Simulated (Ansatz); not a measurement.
Ca (fcc, Cu type)

```yaml
crystal:
  lattice:
    - [0.00000, 5.52650, 5.52650]
    - [2.76325, 0.00000, 2.76325]
    - [2.76325, 2.76325, 0.00000]
  atoms:
    - { symbol: Ca, position: [0.00000, 0.00000, 0.00000] }
    - { symbol: Ca, position: [0.50000, 0.00000, 0.00000] }
```

The atoms are displaced by Q × the pattern below (from a DFPT mode at L = (0.5, 0.0, 0.0), largest move 1; Q in Å), at fixed cell. (q is in reciprocal vectors of the primitive cell; the cell shown is doubled to hold the pattern.)

```tsv
atom	x	y	z
Ca1	-0.577	0.577	0.577
Ca2	0.577	-0.577	-0.577
```

Level of theory: PBE (plane waves to 420 eV, PAW, scalar-relativistic; Ansatz, a first-principles code). k mesh 15×15×15 (Γ-centred), Fermi-Dirac smearing 0.05 eV. With partly filled bands, energies and forces of such displacements shift with the k mesh and the smearing. Ca was relaxed with its symmetry unable to fall. 

| Q (Å) | −dE/dQ from forces (eV/Å) |
|---|---|
| -0.180 | 1.313 |
| -0.150 | 1.080 |
| -0.120 | 0.854 |
| -0.090 | 0.635 |
| -0.060 | 0.421 |
| -0.030 | 0.210 |
| 0.000 | 0.000 |
| 0.030 | -0.210 |
| 0.060 | -0.421 |
| 0.090 | -0.635 |
| 0.120 | -0.854 |
| 0.150 | -1.080 |
| 0.180 | -1.313 |

Question: What harmonic wavenumber does the curvature at Q = 0 give?

Answer: 154 cm⁻¹. E″ = 6.99 eV/Å², M = Σ mᵢ|uᵢ|² = 80.2 u, ν̃ = 521.5·√(|E″|/M).

(For displaced atoms, the force is minus the slope of the energy, and its curvature is a force constant, which sets phonon frequencies.)
